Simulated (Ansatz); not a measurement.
## Density of states of Ba

```cif
data_structure
_symmetry_space_group_name_H-M 'P 1'
_symmetry_Int_Tables_number 1
_cell_length_a 4.3301
_cell_length_b 4.3301
_cell_length_c 4.3301
_cell_angle_alpha 109.471
_cell_angle_beta 109.471
_cell_angle_gamma 109.471
_cell_volume 62.50
loop_
_atom_site_label
_atom_site_type_symbol
_atom_site_fract_x
_atom_site_fract_y
_atom_site_fract_z
_atom_site_occupancy
Ba1 Ba 0.00000 0.00000 0.00000 1
```

The runs use the primitive cell with vectors (-2.500, 2.500, 2.500), (2.500, -2.500, 2.500), (2.500, 2.500, -2.500) Å, to which the k mesh refers.

Structure: COD 9008528, as refined from experiment and not relaxed.

No spin–orbit coupling, which matters for the heavy atoms here.

Level of theory: DFT, PBEsol, all-electron LAPW, scalar-relativistic in Ansatz 0.2.0.

Sampling and basis: a Γ-centred 10×10×10 k mesh, Fermi–Dirac smearing of 0.05 eV, basis error target 0.5 meV/atom, no spin polarisation.

States per eV and cell, averaged over 0.6 eV, from -2.8 to 1.2 eV, with energies (bin centres) from the Fermi level; empty bins are left out. 

| E (eV) | total |
| --- | --- |
| -2.6 | 0.06 |
| -2.0 | 0.23 |
| -1.4 | 0.45 |
| -0.8 | 1.14 |
| -0.2 | 1.66 |
| 0.4 | 1.96 |
| 1.0 | 3.31 |
